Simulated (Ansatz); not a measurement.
# Guessed and relaxed cells of YRhC4N4

Recipe of this trial structure of YRhC4N4: two interpenetrating cyanide-bridged diamond nets (P-43m, No. 215). Lengths were set from tabulated atomic sizes, so they are only a guess.

start.cif

```cif
data_structure
_symmetry_space_group_name_H-M 'P 1'
_symmetry_Int_Tables_number 1
_cell_length_a 6.1164
_cell_length_b 6.1164
_cell_length_c 6.1164
_cell_angle_alpha 90.000
_cell_angle_beta 90.000
_cell_angle_gamma 90.000
_cell_volume 228.82
loop_
_atom_site_label
_atom_site_type_symbol
_atom_site_fract_x
_atom_site_fract_y
_atom_site_fract_z
_atom_site_occupancy
Y1 Y 0.50000 0.50000 0.50000 1
Rh1 Rh 0.00000 0.00000 0.00000 1
C1 C 0.18095 0.18095 0.18095 1
C2 C 0.18095 0.81905 0.81905 1
C3 C 0.81905 0.18095 0.81905 1
C4 C 0.81905 0.81905 0.18095 1
N1 N 0.29139 0.29139 0.29139 1
N2 N 0.29139 0.70861 0.70861 1
N3 N 0.70861 0.29139 0.70861 1
N4 N 0.70861 0.70861 0.29139 1
```

Computed with DFT PBE, scalar-relativistic, plane waves, PAW in Ansatz 0.2.0. Cutoff 420 eV, Gaussian smearing, Γ-centred meshes. Cell and atoms relax first on a coarse mesh and then on a finer one. In between, the cell is made exact in the group found at 0.06 Å. In metals the finer mesh still leaves noise of several meV/atom or more. The steps can't lower the symmetry of their start. Collinear spin, starting moments Rh 1.0 μB.

end.cif

```cif
data_structure
_symmetry_space_group_name_H-M 'P 1'
_symmetry_Int_Tables_number 1
_cell_length_a 6.2363
_cell_length_b 6.2363
_cell_length_c 6.2363
_cell_angle_alpha 90.000
_cell_angle_beta 90.000
_cell_angle_gamma 90.000
_cell_volume 242.53
loop_
_atom_site_label
_atom_site_type_symbol
_atom_site_fract_x
_atom_site_fract_y
_atom_site_fract_z
_atom_site_occupancy
Y1 Y 0.50000 0.50000 0.50000 1
Rh1 Rh 0.00000 0.00000 0.00000 1
C1 C 0.18311 0.18311 0.18311 1
C2 C 0.18311 0.81689 0.81689 1
C3 C 0.81689 0.18311 0.81689 1
C4 C 0.81689 0.81689 0.18311 1
N1 N 0.29288 0.29288 0.29288 1
N2 N 0.29288 0.70712 0.70712 1
N3 N 0.70712 0.29288 0.70712 1
N4 N 0.70712 0.70712 0.29288 1
```

The symmetry stays P-43m (No. 215). The volume per atom grows by 6.0 %, from 22.9 to 24.3 Å³. The shortest distance goes from 1.17 Å (C–N) to 1.19 Å (C–N).

```json
{"Volume per atom": "24.25 Å³", "Density": "2.03 g/cm³", "Formation energy": "+0.09 eV/atom", "Gap on the 6×6×6 mesh of the 10-atom cell": "0 eV (a metal)", "Net moment per atom": "0.20 μB", "Moment by site": "Rh 0.7 μB"}
```

Formation energies are uncorrected and refer to the elements' standard structures at the same level (N₂ as a molecule). It can't be a ground state, since the elements alone are lower.

The last run used collinear spin and Gaussian smearing of 0.10 eV. The reference form of C is held partly by dispersion forces, which this level lacks. Another magnetic order may lie lower. A structure relaxed within its symmetry needn't be a true minimum. In all, the 3 runs took 3.9 min on 1 thread of Intel(R) Xeon(R) 6975P-C (Granite Rapids) (shared host). Site moments count only spheres around the atoms; the net moment includes the space between them.
